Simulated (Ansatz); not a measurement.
Total density of states per atom from the program Ansatz at the r²SCAN level (PAW), in 0.25 eV bins, energy from the Fermi level:

| E (eV) | states/eV/atom |
|---|---|
| -7.85 | 0.21 |
| -7.60 | 0.29 |
| -7.35 | 0.39 |
| -7.10 | 0.39 |
| -6.85 | 0.39 |
| -6.60 | 0.41 |
| -6.35 | 0.38 |
| -6.10 | 0.32 |
| -5.85 | 0.33 |
| -5.60 | 0.24 |
| -5.35 | 0.23 |
| -5.10 | 0.23 |
| -4.85 | 0.25 |
| -4.60 | 0.23 |
| -4.35 | 0.20 |
| -4.10 | 0.17 |
| -3.85 | 0.17 |
| -3.60 | 0.18 |
| -3.35 | 0.18 |
| -3.10 | 0.18 |
| -2.85 | 0.16 |
| -2.60 | 0.15 |
| -2.35 | 0.17 |
| -2.10 | 0.18 |
| -1.85 | 0.18 |
| -1.60 | 0.17 |
| -1.35 | 0.17 |
| -1.10 | 0.17 |
| -0.85 | 0.16 |
| -0.60 | 0.14 |
| -0.35 | 0.14 |
| -0.10 | 0.13 |
| 0.15 | 0.13 |
| 0.40 | 0.13 |
| 0.65 | 0.12 |
| 0.90 | 0.12 |
| 1.15 | 0.12 |
| 1.40 | 0.12 |
| 1.65 | 0.13 |
| 1.90 | 0.13 |
| 2.15 | 0.14 |
| 2.40 | 0.14 |
| 2.65 | 0.19 |
| 2.90 | 0.20 |
| 3.15 | 0.21 |
| 3.40 | 0.21 |
| 3.65 | 0.18 |
| 3.90 | 0.15 |
| 4.15 | 0.14 |
| 4.40 | 0.13 |
| 4.65 | 0.12 |

Problem. Which of these materials gives this?
(A) Ti3CuC2, P6_3/mmc (Ti on 4f, Ti on 2a, Cu on 2b, C on 4f)
(B) C, I4_1/amd (C on 8e)
(C) ZrC, CsCl type
(D) SiC, zinc blende

Solution. B, C, I4_1/amd (C on 8e). Within 0.5 eV of the Fermi level: C 2p 97 %. Projections are on Löwdin-orthogonalised atomic valence shells; empty p or d shells of many metals are not among them.

The start of the workflow was typed in or built on a structure type; the Crystallography Open Database files this formula in space group No. 141, but the cells were not matched. It is not the phase usual at ambient conditions (space group No. 194, 227). Symmetry was held in the r²SCAN relaxation; whether a distortion lowers the energy is not shown.

Potentials: the earlier of the program's two PAW sets.
